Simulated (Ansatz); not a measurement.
Clean, relaxed (101) surface of MoS2, space group R-3m (No. 166) (top face towards +c; atoms held fixed, by place in the list: 1, 2, 3, 4):

```yaml
crystal:
  lattice:
    - [3.12041, 0.00000, 0.00000]
    - [-1.56020, 6.15233, 0.00000]
    - [0.00000, 0.00000, 23.65978]
  atoms:
    - { symbol: S, position: [0.89272, 0.78544, 0.35926] }
    - { symbol: Mo, position: [0.53216, 0.06431, 0.38701] }
    - { symbol: S, position: [0.17159, 0.34318, 0.41477] }
    - { symbol: S, position: [0.42488, 0.84975, 0.47225] }
    - { symbol: Mo, position: [0.06343, 0.12684, 0.49458] }
    - { symbol: S, position: [0.70474, 0.40947, 0.52730] }
    - { symbol: S, position: [0.96287, 0.92574, 0.58688] }
    - { symbol: Mo, position: [0.60286, 0.20572, 0.60610] }
    - { symbol: S, position: [0.17302, 0.34604, 0.66938] }
```

Theory: DFT PBEsol, scalar-relativistic, plane waves, PAW (Ansatz). Settings: cutoff 420 eV, Γ-centred mesh 10×5×1 on the computed 9-atom cell, Gaussian smearing of 0.10 eV; no spin polarisation. A dipole correction removes the field between periodic images along c.

The adsorption energy is E(slab + adsorbate) − E(slab) − E(free adsorbate, spin-polarised where open-shell). With the adsorbate the cell is lengthened along c to keep the vacuum.

(1) CO is put at the top (S) at (0.17, 0.35) site, one adsorbate per 19.2 Å². What structure does it relax to?

Each end is the local minimum or symmetric point that its start leads to. The slab is only 6.7 Å thick, so the energies aren't converged with thickness.

For at least one of the starts the bottom face's work function also shifts by over 0.1 eV: the slab is too thin to screen the adsorbate, so the work functions aren't converged with thickness.

Spin polarisation was left out, and a magnetic state may lie lower.

## Answers

(1) E_ads = -0.65 eV. Contacts: C–Mo 2.08 Å. Bonds within the adsorbate: C–O 1.14 Å.

```xyz
11
Lattice="3.1204 0.0000 0.0000 -1.5602 6.1523 0.0000 0.0000 0.0000 26.8098" Properties=species:S:1:pos:R:3 pbc="T T T"
S     1.5602    4.8323    8.5000
Mo    1.5602    0.3957    9.1567
S     0.0000    2.1113    9.8133
S     0.0000    5.2280   11.1732
Mo   -0.0002    0.7851   11.8341
S     1.5602    2.5618   12.4103
S     1.5604    5.5871   13.8608
Mo    1.5604    1.1824   14.2975
S     0.0004    2.5577   15.4541
C    -1.5606    0.4493   16.2483
O    -1.5609    0.0805   17.3303
```

The reference crystal is a form of MoS2, which isn't its usual structure.